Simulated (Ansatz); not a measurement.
Screening note. A metal film that reacts with Si consumes substrate; on a shallow junction the depth consumed per thickness of contact matters as much as the driving force.

TiSi2 serves as the reference. 10 nm of metal is deposited and fully reacted. All products have no gap at this level.

Levels of theory (Ansatz, a plane-wave PAW program): volume per atom: r²SCAN, relaxed cell; metal volume, Si volume: r²SCAN, the element in its room-temperature structure; ΔH_f: r²SCAN, 0 K, against the elements in the same set-up, no fitted corrections.

Runs started from generated or typed cells of the structure named: TiSi2; NiSi. Not checked to be the ambient phase: LaSi2 (I4₁/amd, tI12). No claim is made that these are known or stable phases: Hf2Si (I4/mcm, tI12); Nb5Si3 (I4/mcm, tI32). Over 15 meV/atom above the lowest phase of their formula at hand: TiSi2 (24 meV/atom, r²SCAN). Run without spin polarisation: NiSi. Spin–orbit coupling is left out unless named. No other phase of the formula is at hand at the same level beside LaSi2 (I4₁/amd, tI12), Hf2Si (I4/mcm, tI12). ΔH_f counts from the lowest computed solid of each element: Hf (P6_3/mmc), La (P6_3/mmc), Nb (Im-3m), Ni (Fm-3m, ferromagnetic), Si (Fd-3m), Ti (P6/mmm).

```csv
crystal,Si atoms per metal atom,V (Å³/atom),V of the metal (Å³/atom),V of Si (Å³/atom),ΔH_f (eV/atom)
"Hf2Si (I4/mcm, tI12)",0.500,18.53,22.35,20.17,−0.790
"TiSi2 (Fddd), reference",2.000,13.96,17.31,20.17,−0.523
"Nb5Si3 (I4/mcm, tI32)",0.600,16.10,18.00,20.17,−0.739
"LaSi2 (I4₁/amd, tI12)",2.000,21.85,37.24,20.17,−0.706
NiSi (Pnma),1.000,11.90,10.52,20.17,−0.477
```

Model: Si consumed = metal thickness × y × V(Si)/V(metal); product = metal thickness × (1 + y) × V/V(metal); ratio = consumed/product; volume change = product/(metal + consumed) − 1.

From the table, find Si consumed, product thickness, Si consumed per nm of product and volume change for LaSi2 (I4₁/amd, tI12).


- Si consumed: 10 × 2.000 × 20.17/37.24 = 10.83 nm
- product thickness: 10 × (1 + 2.000) × 21.85/37.24 = 17.60 nm
- Si consumed per nm of product: 10.83/17.60 = 0.62
- volume change: 100 × (17.60/(10 + 10.83) − 1) = −16 %

Rank all rows by Si consumed per nm of product, lowest first.

The same steps for every row:

| crystal | Si consumed (nm) | product thickness (nm) | consumed per nm of product | volume change (%) |
|---|---|---|---|---|
| Hf2Si (I4/mcm, tI12) | 4.51 | 12.44 | 0.36 | −14 |
| TiSi2 (Fddd), reference | 23.30 | 24.19 | 0.96 | −27 |
| Nb5Si3 (I4/mcm, tI32) | 6.72 | 14.31 | 0.47 | −14 |
| LaSi2 (I4₁/amd, tI12) | 10.83 | 17.60 | 0.62 | −16 |
| NiSi (Pnma) | 19.17 | 22.62 | 0.85 | −22 |

By Si consumed per nm of product (lowest first): Hf2Si (I4/mcm, tI12) (0.36 ± 0.011), Nb5Si3 (I4/mcm, tI32) (0.47 ± 0.015), LaSi2 (I4₁/amd, tI12) (0.62 ± 0.020), NiSi (0.85 ± 0.027), TiSi2 (0.96 ± 0.030). The ± follows from allowances picked for this note (volume per atom 1 %, 3 % for the model), carried to first order and added in quadrature; ≈ joins neighbours closer than their two ± added in quadrature. 4 of the 4 others clearly beat the reference on this figure.

Which phase forms first is kinetic; barrier heights, resistivities and agglomeration are not treated. Phases over 50 meV/atom above the lowest one at hand were not drawn (by r²SCAN where it compared them, else by the largest value; a layered or molecular lowest phase counts only with a dispersion term); other phases could lie lower still. Rows were sampled with a lean to familiar crystals, related or not, whatever their agreement with measurement; tables with many equal figures were not kept. Limits of the draw: ΔH_f under −0.03 eV/atom; for ΔH_f, runs without a dispersion term, no Mn, and elements whose lowest cell is their usual one. As a rule kept out of such tables: 4f compounds, open-shell compounds run without a Hubbard term, cells found unstable in the tests at hand, cells close to a higher symmetry, and runs set to a pressure or over 12 % in volume from the crystal's fullest run.
